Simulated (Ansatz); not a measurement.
**Relaxing a structure of TaN**

The start is a generated trial cell of TaN in the rocksalt structure type. Cell shape, volume and atoms are optimised at zero target pressure with PBE (plane waves to 420 eV, PAW, scalar-relativistic; Ansatz, a quantum-chemistry and plane-wave program). The first steps use a coarse 9×9×9 k-mesh.

Starting cell:
```yaml
crystal:
  lattice:
    - [0.00000, 2.11629, 2.11629]
    - [2.11629, 0.00000, 2.11629]
    - [2.11629, 2.11629, 0.00000]
  atoms:
    - { symbol: N, position: [0.00000, 0.00000, 0.00000] }
    - { symbol: Ta, position: [0.50000, 0.50000, 0.50000] }
```

**Question.** What pressure does the first self-consistent step give?

**Answer.** +56 GPa (positive: the cell is compressed).

**Question.** How much energy is released per atom?

**Answer.** 0.20 eV/atom.

**Question.** How does the volume change?

**Answer.** +13.6 %, from 9.48 to 10.77 Å³/atom.

**Question.** What band gap does the relaxed structure have at this level?

**Answer.** Zero (metallic).

**Question.** Give the final cell and atomic positions.

**Answer.** 
Space group Fm-3m (No. 225); a = b = c = 4.4162 Å, α = β = γ = 90.00°

| atom | site | symmetry | x | y | z |
|---|---|---|---|---|---|
| N | 4a | m-3m | 0.0000 | 0.0000 | 0.0000 |
| Ta | 4b | m-3m | 0.5000 | 0.5000 | 0.5000 |
(The calculation used a cell of 2 atoms; values per cell refer to that cell.)

The space group stays Fm-3m (No. 225) (the run could not lower it); the end is rock salt type, with 2 atoms in the primitive cell. Final values are on a 18×18×18 k-mesh of the relaxed cell. No spin polarisation in the result.

The run could not lose the symmetry of its start.

All atoms sit on sites fixed by symmetry, so only the cell could relax.
